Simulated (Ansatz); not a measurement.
Slab of fcc Au (110), 5 layers

The slab is cut from the fcc crystal, the stable phase, as relaxed on PAW files (17.97 Å³/atom), with 16 Å of vacuum and a dipole correction:

```
Au
1.0
     2.94010    0.00000    0.00000
     0.00000    4.15793    0.00000
     0.00000    0.00000   21.88020
Au
5
Direct
  0.00000 0.00000 0.36563
  0.50000 0.50000 0.43281
  0.00000 0.00000 0.50000
  0.50000 0.50000 0.56719
  0.00000 0.00000 0.63437
```

Level of theory: DFT with PBE, scalar-relativistic, in Ansatz 0.2.0; a Γ-centred 12×9×1 k mesh, Fermi–Dirac smearing of 0.05 eV, no spin polarisation. LAPW: all electrons, basis error target 1 meV/atom; PAW: frozen-core files, cutoff 420 eV.

The bulk energy comes from a cell in the slab's orientation on a 12×9×12 mesh. The surface energy is (E(slab) − N·E(bulk))/2A at zero smearing, the mean of both faces; thin slabs carry quantum-size effects.

Spin–orbit coupling is left out, which matters for the heavy atoms.

Task: As cut, the LAPW slab lies 1.451 eV above 5 atoms of bulk. What surface energy is that?

Result: Over two faces of 12.22 Å² it is 59.4 meV/Å², and times 16.02 J/m² per eV/Å² that gives γ = 0.951 J/m².

| method | γ as cut (J/m²) | γ relaxed (J/m²) | Φ as cut (eV) | Φ relaxed (eV) |
| --- | --- | --- | --- | --- |
| LAPW | 0.951 | ? | 4.97 | 4.91 |

Task: Fill in "γ relaxed (J/m²)" for the row "LAPW".

Result: 0.903.

Task: How do the spacings between the planes relax?

Result: From the bottom face up: d12 -11.6 % of 1.470 Å, d23 +5.4 % of 1.470 Å, d34 +5.4 % of 1.470 Å, d45 -11.6 % of 1.470 Å.

Task: What changes if the images along the normal are cut off in place of the dipole correction?

Result: LAPW then gives: no gap, work function 4.91 eV; PAW: no gap, work function 4.91 eV.

Task: What changes if the vacuum is set to 13 Å?

Result: LAPW then gives: no gap, work function 4.91 eV; PAW: no gap, work function 4.91 eV.

Task: A 4f core hole is made on one atom of each kind in every 1×1 cell (PAW hole dataset, neutral cell, valence without spin). What does it cost by layer?

Result: layer 1 84.32 eV, layer 2 84.66 eV, layer 3 84.68 eV. Shifts between layers mean more than the absolute values, and a whole layer of holes screens otherwise than one hole.
